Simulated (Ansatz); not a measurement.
## Sensitivity of the gradients in C to the input

Cell: an entry of the Crystallography Open Database (COD; perhaps a calculated or model structure), taken as it stands.

```cif
data_C
_symmetry_space_group_name_H-M 'P6_3/mmc'
_symmetry_Int_Tables_number 194
_cell_length_a 2.5221
_cell_length_b 2.5221
_cell_length_c 12.3557
_cell_angle_alpha 90.000
_cell_angle_beta 90.000
_cell_angle_gamma 120.000
loop_
_atom_site_label
_atom_site_type_symbol
_atom_site_symmetry_multiplicity
_atom_site_Wyckoff_symbol
_atom_site_fract_x
_atom_site_fract_y
_atom_site_fract_z
C1 C 4 e 0.0000 0.0000 0.1875
C5 C 4 f 0.3333 0.6667 0.5208
C9 C 4 f 0.3333 0.6667 0.6458
```

One atom of each set is listed.

Reference run. Method: Kohn–Sham DFT in Ansatz, PBE, plane waves and PAW, scalar-relativistic, 420 eV cutoff, Γ-centred 14×14×3 k-points, Fermi–Dirac smearing 0.05 eV.

(1) The input is changed as follows: `total_charge`: not typed → -1; `kpoints.mp_grid.shift`: not typed → [0.5, 0.5, 0.5]. What happens to V_zz (10²¹ V/m²) and η?

Results:

(1) 

```csv
site,V_zz reference,η reference,V_zz changed,η changed
C1,0.099,0.00,0.16,0.04
C9,-0.025,0.00,-0.006,0.72
```

The largest change of V_zz is on C1, from 0.099 to 0.16. Sites with |V_zz| of 0.02 or less aren't listed. The changed cell holds a charge of -1 on a uniform background, so it isn't the neutral crystal. It has an odd number of electrons and no spin polarisation, so the extra carrier is shared by both spins and spread out, where a real one carries spin and can localise. The gap no longer holds the Fermi energy in the changed run, so its gradients also hang on the k-mesh and the smearing. Symmetry makes η zero on C1, C9; the changed mesh lacks the crystal's symmetry, and the η that it gives there is an artefact. SCF iterations: 6 and 7. New warnings: symmetry narrowed by mesh.

On the reference run: At this cell the principal stresses reach 8 GPa in size with PBE, which can matter for small gradients. The largest force is 0.3 eV/Å, so the atoms aren't at the calculated equilibrium and relaxing them would move these values.
